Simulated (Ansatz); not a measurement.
LuNi5 in space group P6/mmm (No. 191; Lu on 1a, Ni on 3g, Ni on 2c), the program Ansatz at the PBE level (PAW), all energies at zero smearing, with the estimated change up to a 700 eV cutoff added, with one set of potentials and settings (totals compare only within such a set). Cell of 6 atoms (1 Lu, 5 Ni): -43932.968 eV.

| element | reference phase | E (eV/atom) |
|---|---|---|
| Lu | P6_3/mmc, 2 atoms in the cell | -14732.4262 |
| Ni | Fm-3m, 1 atoms in the cell, spin-polarised | -5839.7239 |

Formation energy per atom, worked out: (-43932.968 − 1×(-14732.4262) − 5×(-5839.7239))/6 = -0.320 eV/atom (-31 kJ per mol of atoms), at 0 K, without zero-point energy or fitted corrections.

The first step of the workflow began from a Materials Project structure, measured or hypothetical; the Crystallography Open Database files this formula in space group No. 191, but the cells were not matched. Whether it is the stable phase at ambient conditions was not checked. The cell was relaxed with PBE under the symmetry of its start; its stability against distortions is not shown here. The final state is ferromagnetic, the only order run, not a proven ground state. The references are the lowest solids computed at this level, not always the standard phases. Spin–orbit coupling is left out wherever it is not named.

Potentials: the later of the program's two PAW sets.
